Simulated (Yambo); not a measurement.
Yambo run on CaC$_{2}$ (space group C2/c, No. 15). The wavefunctions are norm-conserving LDA (Quantum ESPRESSO, 82 Ry, without SOC) ones on a 4×4×2 mesh (18 occupied bands); a = b = 3.900 Å, c = 7.384 Å, α = β = 104.58°, γ = 64.51°.

Yambo input:

```
rim_cut
gw0
dyson
el_el_corr
HF_and_locXC
ppa
em1d
RandQpts= 1000000
RandGvec= 1 Ry
EXXRLvcs= 82 Ry
VXCRLvcs= 328 Ry
Chimod= "HARTREE"
% BndsRnXp
 1 | 109 |
%
NGsBlkXp= 2 Ry
% LongDrXp
 1.0 | 1.0 | 1.0 |
%
PPAPntXp= 27.2114 eV
% GbndRnge
 1 | 109 |
%
GTermKind= "BG"
DysSolver= "n"
ExtendOut
% QPkrange
 11 | 11 | 18 | 18 |
 13 | 13 | 18 | 19 |
%
```

k points by index: 11 = (0.25, -0.25, 0), 13 = (-0.5, -0.5, 0).

The o-*.qp file then holds:

```
#    K-point    Band    Eo [eV]    E [eV]    E-Eo [eV]    Vxc [eV]    Vnlxc [eV]    Sc|Eo [eV]    Sc|E [eV]    dSc/dw|Eo [eV]    Re(Z)    Im(Z)
#
    11    18    0.000000    -0.504012    -0.504012    -14.63648    -18.64434    3.379786    3.503839    -6.695739    0.802525    -0.001428
    13    18    -0.689831    -1.371404    -0.681573    -13.87250    -18.19279    3.468656    3.638715    -6.788317    0.800340    -0.001195
    13    19    1.859021    3.080408    1.221387    -10.79601    -6.165804    -3.163013    -3.408820    -5.475887    0.832475    -0.001161
```
(The two width columns are left out.) Convergence of these settings isn't established.

Geometry of the Materials Project entry, not relaxed at this level.

The structure is a Materials Project entry; no match was found in the copy of COD used, and its stability was not checked.
